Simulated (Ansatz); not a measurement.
The elements of this relaxed trial crystal are hidden behind letters.

```
lattice vectors (Å)
   3.8537    0.0000    0.0000
   0.0000    3.8537    0.0000
   0.0000    0.0000    6.0760
fractional positions
X 0.5000 0.5000 0.5000
Z 0.0000 0.0000 0.0000
Q 0.0000 0.5000 0.9409
Q 0.5000 0.0000 0.0591
```

Computed with Ansatz, DFT PBE, scalar-relativistic, plane waves, PAW. The final run on the 4-atom cell used 420 eV, a Γ-centred 10×10×6 mesh, 0.02 eV smearing and no spin polarisation.

| Property | Result |
| --- | --- |
| Space group | P-4m2 (No. 115) |
| Conventional cell | a = 3.854 Å, c = 6.076 Å |
| Volume per atom | 22.56 Å³ |
| Density | 6.36 g/cm³ |
| Energy over the elements | −1.925 eV/atom |
| Gap on the 10×10×6 mesh of the 4-atom cell | 0.39 eV |

Energies are uncorrected and count from the elements' standard states at the same level.

**Question.** X is an s-block element of period 6, Z is a d-block element of period 6 and Q is a p-block element of period 2. Which elements are they?

**Answer.** X = Cs, Z = Ta, Q = O, so the formula is CsTaO2. Density times volume gives a mean mass of 6.36 × 22.56/1.6605 = 86.4 u per atom, and this set has 86.5 u. Around Cs lie 4 O at 3.30 Å, 4 Cs at 3.85 Å, 4 O at 3.91 Å and 8 Ta at 4.08 Å; Ta is surrounded by 4 O at 1.96 Å, 4 Ta at 3.85 Å and 8 Cs at 4.08 Å; around O lie 2 Ta at 1.96 Å, 4 O at 2.82 Å and 2 Cs at 3.30 Å. Other sets within the hints have nearly the same mass, so mass alone doesn't settle it; this one was computed.

These runs have no spin–orbit coupling, which can matter for Ta. Kohn–Sham gaps at this level usually fall short of measured ones. This cell was reached by moving the atoms of another relaxed cell at random and relaxing again, last within the group found; it had no such test of its own.
